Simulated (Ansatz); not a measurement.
Sr2NCl in space group R-3m (No. 166; Sr on 6c, N on 3b, Cl on 3a), DFT-r²SCAN in the program Ansatz with PAW potentials. The conduction-band minimum lies at F, with 3 equivalent valleys. Second derivatives d²E/dk² of the lowest band at one valley (eV·Å²), along Cartesian directions:

```csv
direction,d²E/dk²
[100],12.02
[010],16.01
[001],14.16
[110],10.56
[101],7.834
[011],12.05
```

Question: Find the principal effective masses, the density-of-states mass and the conductivity mass.

Answer: Off-diagonal terms follow from H_xy = H[110] − (H_xx + H_yy)/2, and m*/mₑ = 7.620 eV·Å² over each eigenvalue: 0.41, 0.42, 1.3. One valley's DOS mass (m₁m₂m₃)^(1/3) = 0.62, conductivity mass 3/(Σ 1/mᵢ) = 0.54 mₑ.

Question: What effective density of states Nc follows at 300 K for parabolic valleys?

Answer: Nc = 2.509e19 × 3 × (0.62)^(3/2) ≈ 3.7e19 cm⁻³.

The first step of the workflow began from a Materials Project structure, measured or hypothetical; the Crystallography Open Database files this formula in space group No. 166, but the cells were not matched. Whether it is the stable phase at ambient conditions was not checked. The cell was relaxed with r²SCAN under the symmetry of its start; whether a distortion lowers the energy is not shown. Spin–orbit coupling is left out wherever it is not named.

Potentials: the later of the program's two PAW sets.

Edges and masses are those of Kohn–Sham bands, whose gap is no quasiparticle gap.
